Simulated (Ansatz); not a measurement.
Nb₂AlC:
```cif
data_C2Al2Nb4
_chemical_formula_sum 'Al2 Nb4 C2'
_space_group_name_H-M_alt 'P63/mmc'
_space_group_IT_number 194
_space_group_name_Hall '-P 6c 2c'
_cell_length_a 3.09047
_cell_length_b 3.09047
_cell_length_c 13.84448
_cell_angle_alpha 90.000
_cell_angle_beta 90.000
_cell_angle_gamma 120.000
loop_
_atom_site_label
_atom_site_type_symbol
_atom_site_symmetry_multiplicity
_atom_site_Wyckoff_symbol
_atom_site_fract_x
_atom_site_fract_y
_atom_site_fract_z
_atom_site_occupancy
Al1 Al 2 d 0.66667 0.33333 0.25000 1
Nb1 Nb 4 f 0.33333 0.66667 0.08911 1
C1 C 2 a 0.00000 0.00000 0.00000 1
```

This is the PBEsol-relaxed structure.

### Question
All from PBEsol (plane waves, PAW; program Ansatz), unless another level is named. Estimate the electronic character.

### Answer
metallic (no gap).

### Question
Next, the formation energy from the elements (no fitted shifts)?

### Answer
-0.58 eV/atom.

### Question
Predict the density of states at the Fermi level.

### Answer
0.46 states/eV per atom (mean over ±0.08 eV).

### Question
What about the gap with spin–orbit coupling?

### Answer
none (metallic).

Space group P6_3/mmc. The workflow started from a Materials Project entry (that database holds measured and hypothetical structures alike); the Crystallography Open Database copy checked does not list it. Whether it is the stable phase at ambient conditions was not checked. The PBEsol relaxation kept the symmetry of its start; of distortions, only those at the zone centre were tested. No spin polarisation was allowed. The references are the lowest solids computed at this level, not always the standard phases. Spin–orbit coupling is left out wherever it is not named.

Potentials: the later of the program's two PAW sets.
